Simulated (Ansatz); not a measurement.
Input:

GaSb (zinc blende)

```cif
data_Ga4Sb4
_chemical_formula_sum 'Sb4 Ga4'
_space_group_name_H-M_alt 'F-43m'
_space_group_IT_number 216
_space_group_name_Hall 'F -4 2 3'
_cell_length_a 6.21408
_cell_length_b 6.21408
_cell_length_c 6.21408
_cell_angle_alpha 90.000
_cell_angle_beta 90.000
_cell_angle_gamma 90.000
loop_
_atom_site_label
_atom_site_type_symbol
_atom_site_symmetry_multiplicity
_atom_site_Wyckoff_symbol
_atom_site_fract_x
_atom_site_fract_y
_atom_site_fract_z
_atom_site_occupancy
Sb1 Sb 4 c 0.25000 0.25000 0.25000 1
Ga1 Ga 4 a 0.00000 0.00000 0.00000 1
```
(The calculation used a cell of 2 atoms; values per cell refer to that cell.)

Equation-of-state scan: isotropic scaling of the cell above, V₀ being its volume. Symmetry pins the atoms to their sites.

All values below come from PBE (plane waves to 420 eV, PAW, scalar-relativistic; Ansatz, a first-principles code). k mesh 13×13×13 (Γ-centred), Fermi-Dirac smearing 0.05 eV. E stands for the smeared free energy. Compression counts positive. At this level the bands of GaSb touch or barely overlap; measurements give the solid a gap. GaSb was relaxed with its symmetry unable to fall. Spin-orbit coupling is left out, though Sb is heavy. The PAW data are Ansatz's earlier set. ΔE is measured from the relaxed starting cell.

The scan covers V/V₀ from 0.840 to 1.160 in 11 points.

**Question.** What pressure does the cell carry at V/V₀ = 0.840?

**Answer.** 11.8 GPa.

**Question.** What is ΔE at V/V₀ = 1.160?

**Answer.** 80 meV/atom.

**Question.** What is ΔE at V/V₀ = 0.840?

**Answer.** 150 meV/atom.

(Under strain, the slope of the energy per volume gives the stress and its curvature an elastic modulus.)
